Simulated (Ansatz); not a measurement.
Relaxed structures of GaP for which phonons were computed (DFPT at Γ and, for small cells, zone-boundary points). Computed with r2SCAN (plane waves to 500 eV, PAW, scalar-relativistic; Ansatz, a program for electronic structure).

```csv
structure,"E − E(F-43m, cF8, zinc blende type) (eV/atom)",V (Å³/atom)
"Fm-3m, cF8, rock salt type",0.50,16.77
"P-6m2, hP2, AFLOW prototype AB_hP2_187_d_a (B_h, as in WC)",0.67,17.46
"F-43m, cF8, zinc blende type",0.000,20.25
```

Question: Which of them are dynamically unstable at the sampled points?

Answer: 
- Fm-3m, cF8, rock salt type: nothing beyond 15i cm⁻¹
- P-6m2, hP2, AFLOW prototype AB_hP2_187_d_a (B_h, as in WC): unstable, lowest mode about 130i cm⁻¹
- F-43m, cF8, zinc blende type: nothing beyond 15i cm⁻¹

 2 generated cells of layers, chains or molecules, poorly bound without dispersion, are left out. Each run could gain symmetry but not lose that of its start, so entries can be saddle points. From databases, or of a type measured for this composition: F-43m, cF8, zinc blende type; the others are generated cells (placed on structure types, drawn at random, substituted or restacked) that were not matched to a known phase here. Energies are at zero temperature and pressure, without zero-point motion. No spin polarisation in the result.
